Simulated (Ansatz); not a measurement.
# Elastic constants of In₂O: input and output

The calculation used Ansatz 0.2.0, DFT PBEsol, scalar-relativistic, plane waves, PAW.

Launched with:
```bash
ansatz run input.yaml --threads 2 --pin off --max-ram 6144MiB --backend cpu --events-out ev --progress --plain --runs-dir out
```

Input (bare energies are in eV):
```yaml
crystal:
  lattice:
    - [3.3540246232, 0.0, 0.0]
    - [-1.6770123116, 2.9046705286, 0.0]
    - [0.0, 0.0, 12.4534041415]
  atoms:
    - { symbol: In, position: [0.0, 0.0, 0.3828675002] }
    - { symbol: In, position: [0.0, 0.0, 0.6171324998] }
    - { symbol: In, position: [0.6666666667, 0.3333333333, 0.1140417668] }
    - { symbol: In, position: [0.3333333333, 0.6666666667, 0.8859582332] }
    - { symbol: O, position: [0.6666666667, 0.3333333333, 0.3037107359] }
    - { symbol: O, position: [0.3333333333, 0.6666666667, 0.6962892641] }
basis:
  ecutwfc: 420
kpoints:
  mp_grid: { grid: [12, 12, 4] }
hamiltonian:
  xc: pbesol
scf:
  occupations: { method: fermi_dirac, width: 0.15 }
output:
  forces: true
  stress: true
  eigenvalues: true
elastic:
  mode: relaxed_ion
  amplitude: 0.005
  stencil: two_point
```

From the output:
```
--- Elastic constants: 3 strain directions × 2 members + reference (group order 12) ---
  dense FFT box of the reference and of every strained cell: 24×24×90
  strains applied: 11, 33, 23; error gains: componentwise 1.00 (the most a stress slope's error grows in a printed constant), spectral 1.41 (1 for all six strains in a standard setting)
  reference relaxed by the batch: 5 steps; max|allowed force component| 3.11e-4 eV/Å at the deck's positions, 2.05e-7 at the last accepted step, 2.00e-7 by the solve of record
  largest displacement 6.3e-5 Å; the constants are those of the deck's cell at these positions:
  atoms:
    - { symbol: In, position: [2.3357200380702315e-22, 1.0464457306102483e-22, 0.3828681597330014] }
    - { symbol: In, position: [-2.3357200380701977e-22, -1.0464457306106899e-22, 0.6171318402669984] }
    - { symbol: In, position: [0.6666666666666665, 0.33333333333333326, 0.11404044573621226] }
    - { symbol: In, position: [0.33333333333333326, 0.6666666666666665, 0.8859595542637877] }
    - { symbol: O, position: [0.6666666666666665, 0.33333333333333326, 0.30371575710411525] }
    - { symbol: O, position: [0.33333333333333326, 0.6666666666666665, 0.6962842428958848] }
  C = ∂σ_k/∂η_j (tension-positive GPa; Voigt order 11 22 33 23 13 12):
        74.392     35.644     35.045     -4.158     -0.000      0.000
        35.644     74.392     35.045      4.158      0.000     -0.000
        34.983     34.983    100.403     -0.000      0.000     -0.000
        -4.167      4.167      0.000      7.150      0.000      0.000
        -0.000      0.000      0.000      0.000      7.150     -4.167
        -0.000      0.000      0.000      0.000     -4.158     19.374
  reference stress σ⁰ (GPa):     -0.002     -0.002      0.007     -0.000      0.000      0.000
  C* (energy form; C + prestress term) asymmetry max|C*_kj − C*_jk| = 5.352e-2 GPa — a small one proves nothing (zero by symmetry where the batch's group is 432, −43m or m−3m); a large one is finite-difference/SCF noise where every solve ...
  moduli (Voigt/Reuss/Hill, GPa): K = 51.17/50.33/50.75   G = 16.30/10.56/13.43   E = 37.03   ν = 0.378
  mechanically stable: yes (min eigenvalue of sym C = 5.87 GPa)
  strain η (Voigt 11):  stress-route row diagonal C_11 = 74.39 GPa, energy-path curvature d²(F+E_count+ΔE)/dδ²/Ω₀ = 74.38 GPa
         δ    σ_11 (GPa) F (eV) n_scf n_hpsi n_pw
    -5.000e-3      -0.3798      -23222.9175977      14  147189   2397   relax 6 steps, max|allowed force component| 2.04e-5 eV/Å
     5.000e-3       0.3641      -23222.9177045      14  147237   2411   relax 6 steps, max|allowed force component| 2.76e-6 eV/Å
  strain η (Voigt 33):  stress-route row diagonal C_33 = 100.40 GPa, energy-path curvature d²(F+E_count+ΔE)/dδ²/Ω₀ = 100.41 GPa
         δ    σ_33 (GPa) F (eV) n_scf n_hpsi n_pw
    -5.000e-3      -0.5080      -23222.9174098      14   62077   2399   relax 3 steps, max|allowed force component| 1.21e-5 eV/Å
     5.000e-3       0.4960      -23222.9174861      14   62120   2418   relax 5 steps, max|allowed force component| 3.36e-5 eV/Å
  strain η (Voigt 23):  stress-route row diagonal C_44 = 7.15 GPa, energy-path curvature d²(F+E_count+ΔE)/dδ²/Ω₀ = 7.17 GPa
         δ    σ_23 (GPa) F (eV) n_scf n_hpsi n_pw
    -5.000e-3      -0.0364      -23222.9182931      14  147438   2403   relax 7 steps, max|allowed force component| 3.51e-5 eV/Å
     5.000e-3       0.0351      -23222.9182897      14  147336   2403   relax 5 steps, max|allowed force component| 1.94e-5 eV/Å
```

It took 29 min on 2 threads of AMD EPYC (Zen 3), with other jobs on the host, peak memory 0.96 GiB.

The cell was built by swapping an element in a database structure (itself possibly hypothetical) and relaxing; it need not be the stable form of this composition. In a metal, frequencies and elastic constants depend on the k mesh and the smearing, soft modes and shear constants most. A semilocal functional can close a gap that the real compound has.

The least eigenvalue is 5.9 GPa; in a metal on this mesh the verdict on stability isn't firm within about 20 GPa or a tenth of the bulk modulus.